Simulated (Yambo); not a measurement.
Convergence of the G0W0 gap of RbCl

G0W0@PBEsol for RbCl (rock salt, space group Fm-3m, No. 225) in Yambo. Reference settings: 4×4×4 Γ-centred k mesh, 196 bands and a 7 Ry block in the screening, 196 bands in G with the Bruneval-Gonze terminator, plasmon pole fitted at 27.2 eV. The PBEsol gap Γ → Γ on this mesh is 4.85 eV; G0W0 gaps are taken between the same points.

```
change from the reference       G0W0 gap Γ → Γ (eV)  shift of the valence edge (eV)        rough Yambo cost
------------------------------  -------------------  ------------------------------  ----------------------
reference settings                             7.81                           -2.20                       1
124 bands in W, 124 bands in G                 7.76                           -2.11  within a factor of two
2 Ry block                                     7.43                           -1.90  within a factor of two
6 Ry block                                     7.77                           -2.16  within a factor of two
no random integration                          7.68                           -1.95                       –
124 bands in G, no terminator                  7.69                           -1.96                       –
no terminator                                  7.76                           -2.09                       –
```

The reference isn't shown to be the converged limit. Costs are rough (shared machines), scaled to the same edge states, and given only for runs that recompute the screening.

Geometry relaxed with PBEsol; primitive cell a = 4.6251 Å, b = 4.6251 Å, c = 4.6251 Å, α = 60.00°, β = 60.00°, γ = 60.00°.

A shift is the quasiparticle energy of the state minus its PBEsol energy.
